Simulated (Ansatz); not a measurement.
Relaxed CsSnI₃ (cubic perovskite):

```
CsSnI3
1.0
    6.27122     0.00000     0.00000
    0.00000     6.27122     0.00000
    0.00000     0.00000     6.27122
Cs Sn I
1 1 3
Direct
  0.00000   0.00000   0.00000
  0.50000   0.50000   0.50000
  0.00000   0.50000   0.50000
  0.50000   0.50000   0.00000
  0.50000   0.00000   0.50000
```

Two-dimensional scan of atom 5 (I, nearest neighbour Sn at 3.136 Å; its periodic images, 6.3 Å or more away, move with it): u runs along (1.000, 0.000, 0.000), v along (0.000, 0.000, 1.000) (Cartesian). Cell and other atoms are fixed.

Calculation: PBE (plane waves to 420 eV, PAW, scalar-relativistic; Ansatz, a first-principles code). k mesh 5×5×5 (Γ-centred), Fermi-Dirac smearing 0.05 eV. E stands for the smeared free energy. CsSnI3 was relaxed with its symmetry unable to fall. Spin-orbit coupling is left out, though I is heavy. The PAW data are Ansatz's earlier set. This is a high-temperature form of CsSnI3. ΔE is measured from the undisplaced structure. Axes are in Å.

### Question
What ΔE (eV/cell) does the calculation give at all points of the grid u = -0.470, -0.313, -0.157, 0.000, 0.157, 0.313, 0.470 by v = -0.470, -0.313, -0.157, 0.000, 0.157, 0.313, 0.470?

### Answer
ΔE (eV/cell), with u across and v down:

```
v \ u   -0.470  -0.313  -0.157   0.000   0.157   0.313   0.470
------  ------  ------  ------  ------  ------  ------  ------
-0.470  0.1032  0.0684  0.0490  0.0428  0.0490  0.0684  0.1032
-0.313  0.0684  0.0397  0.0236  0.0184  0.0236  0.0397  0.0684
-0.157  0.0490  0.0236  0.0092  0.0045  0.0092  0.0236  0.0490
0.000   0.0428  0.0184  0.0045  0.0000  0.0045  0.0184  0.0428
0.157   0.0490  0.0236  0.0092  0.0045  0.0092  0.0236  0.0490
0.313   0.0684  0.0397  0.0236  0.0184  0.0236  0.0397  0.0684
0.470   0.1032  0.0684  0.0490  0.0428  0.0490  0.0684  0.1032
```

(A displaced cell: forces are minus the slopes of the energy, force constants its curvatures, and phonons follow from these.)
